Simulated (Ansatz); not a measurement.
Starting structure of a cell relaxation (symmetry kept):

```
Mn Sb
1.0
     4.15000    0.00000    0.00000
    -2.07500    3.59401    0.00000
     0.00000    0.00000    5.78000
Mn Sb
2 2
Direct
  0.00000 0.00000 0.00000
  0.00000 0.00000 0.50000
  0.33333 0.66667 0.25000
  0.66667 0.33333 0.75000
```

Theory: DFT r2SCAN, scalar-relativistic, plane waves, PAW (Ansatz).

Cutoff 500 eV; k points 12×12×8 on the computed 4-atom cell (Γ-centred); Gaussian smearing, width 0.10 eV; collinear spin from starting moments 4.23 4.23 -0.19 -0.19 μB.

Problem. What does it relax to?

Solution. The volume increases by 0.06 Å³/atom to 21.61 Å³/atom, and the energy changes by under 0.1 meV/atom. The cell ends with a moment of 7.45 μB (only this magnetic start was tried). Final structure:
```
Mn Sb
1.0
     4.14754    0.00000    0.00000
    -2.07377    3.59187    0.00000
     0.00000    0.00000    5.80307
Mn Sb
2 2
Direct
  0.00000 0.00000 0.00000
  0.00000 0.00000 0.50000
  0.33333 0.66667 0.25000
  0.66667 0.33333 0.75000
```

Course of the relaxation (steps run on the plane waves of an earlier cell, and the basis is chosen afresh near the end, so energy and pressure can step there; trial steps that raised the energy were taken back; energies are free energies):

```tsv
step	E − E_final (meV/atom)	P (GPa)	V (Å³/atom)
1	0.1	0.11	21.55
2	0.0	0.01	21.61
3	0.0	0.01	21.61
```

The state reached may not be the lowest one. Spin-orbit coupling is left out, which matters for the bands of heavy elements. Only parallel moments were tried here.

Cost: 1 run of about 6 core-minutes, on Arm Neoverse V2 (shared hosts).